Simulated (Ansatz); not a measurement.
Name crystals whose computed values (plane-wave PAW LDA (Ansatz code)) fall in these windows: Θ_D (K) 340 to 420; G_Hill (GPa) 31 to 42.



```
crystal            Θ_D (K)  G_Hill (GPa)
-----------------  -------  ------------
Sc, hcp (Mg type)      383          35.5
TiS2, CdI2 type        409          37.1
Na2WO4, spinel         363          35.9
ZnS, wurtzite          365          36.6
ZnS, zinc blende       368          37.3
```
Others may fit too.

Standing as an ambient phase not checked: Na2WO4, spinel. Weakly bound layers, chains or molecules computed without a dispersion correction, so cells and soft constants are ill determined: TiS2, CdI2 type. All cells were relaxed under the symmetry of their starts (and spin orders); stability against distortions was not tested throughout. Rows with no word on spin ran without spin polarisation. Scalar-relativistic: spin–orbit coupling is off unless named, which matters more the heavier the elements.

Potentials: the later of the program's two PAW sets.
